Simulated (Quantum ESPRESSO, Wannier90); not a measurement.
Wannier functions of Mo (bcc (W type))

Cell from Materials Project (mp-129), symmetrised, no further relaxation. This is the element's usual structure. Method: PBEsol plane waves in Quantum ESPRESSO 7.5 (PseudoDojo norm-conserving files, 64 Ry, no spin polarisation, no spin-orbit coupling), Bloch states on a 12×12×12 mesh through Γ, Wannier90 4.0.1. Density: 18×18×18 mesh, cold smearing 0.01 Ry.

On the energy scale of pw.x, whose zero is arbitrary, the Fermi level lies at 20.84 eV.

Isolated groups of bands, relative to the Fermi level (bands from 5 on overlap up to the last one computed):

```json
[
 {"bands": "1", "from (eV)": "-61.22", "to (eV)": "-60.80", "filling": "filled", "weight on atomic waves": "Mo 4s 95 %"},
 {"bands": "2–4", "from (eV)": "-35.87", "to (eV)": "-34.54", "filling": "filled", "weight on atomic waves": "Mo 4p 99 %"}
]
```

Input w.win:

```
num_bands = 17
num_wann = 9
exclude_bands = 1-4
num_iter = 800
conv_tol = 1.0e-6
conv_window = 4
dis_num_iter = 1000
dis_conv_tol = 1.0e-6
dis_froz_max = 1.50
write_hr = true
write_u_matrices = true
begin projections
Mo: s;p;d
end projections
begin unit_cell_cart
ang
   -1.5838100000    1.5838100000    1.5838100000
    1.5838100000   -1.5838100000    1.5838100000
    1.5838100000    1.5838100000   -1.5838100000
end unit_cell_cart
begin atoms_frac
Mo   0.0000000000  0.0000000000  0.0000000000
end atoms_frac
mp_grid = 12 12 12
begin kpoints
0.0000000000 0.0000000000 0.0000000000
0.0000000000 0.0000000000 0.0833333333
0.0000000000 0.0000000000 0.1666666667
... (1725 more lines: the 12x12x12 mesh through Gamma)
end kpoints
```

The run ends without an error message, but its bands miss those of pw.x by 1156 meV rms and 3.23 eV at worst (states up to 1.0 eV relative to the Fermi level).

Problem. What is the mistake?

Solution. Window typed relative to the reference level, not as an absolute energy. With that mended (9 functions from bands 5-21 of the 21 computed, start hydrogen-like Mo: s;p;d, frozen window up to 1.50 eV relative to the Fermi level, outer window open) the misfit is 1.7 meV rms.
